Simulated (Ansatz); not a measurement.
Lu3Si2N3: rattling a relaxed structure

The cell was found from a proposed guess, not taken from experiment.

Computed with DFT PBE, scalar-relativistic, plane waves, PAW (Ansatz). Cutoff 420 eV; k points 12×12×12 on the computed 8-atom cell (Γ-centred); Gaussian smearing, width 0.10 eV; no spin polarisation.

The cell below (8 atoms, space group I4/mmm (No. 139)) is relaxed within its symmetry.

```
Lu Si N
1.0
    -1.71658    1.71658    9.23427
     1.71658   -1.71658    9.23427
     1.71658    1.71658   -9.23427
Lu Si N
3 2 3
Direct
  0.00000 0.00000 0.00000
  0.37580 0.37580 0.00000
  0.62420 0.62420 0.00000
  0.22702 0.22702 0.00000
  0.77298 0.77298 0.00000
  0.12825 0.12825 0.00000
  0.87175 0.87175 0.00000
  0.50000 0.50000 0.00000
```

For the test it was strained at random (σ = 1.5 % a component), the atoms were moved at random (σ = 0.15 Å), and all was relaxed again on a coarse 6×6×6 mesh (in the run’s order of axes) with 0.20 eV smearing, with no symmetry imposed.

**Question.** What happens?

**Answer.** It returns, within 1 meV/atom of the unmoved cell on that mesh and with the same symmetry when read at 0.1 Å. So it is stable against the distortions that fit this cell and that this random move excites. Modes that don't fit the cell aren't tested.
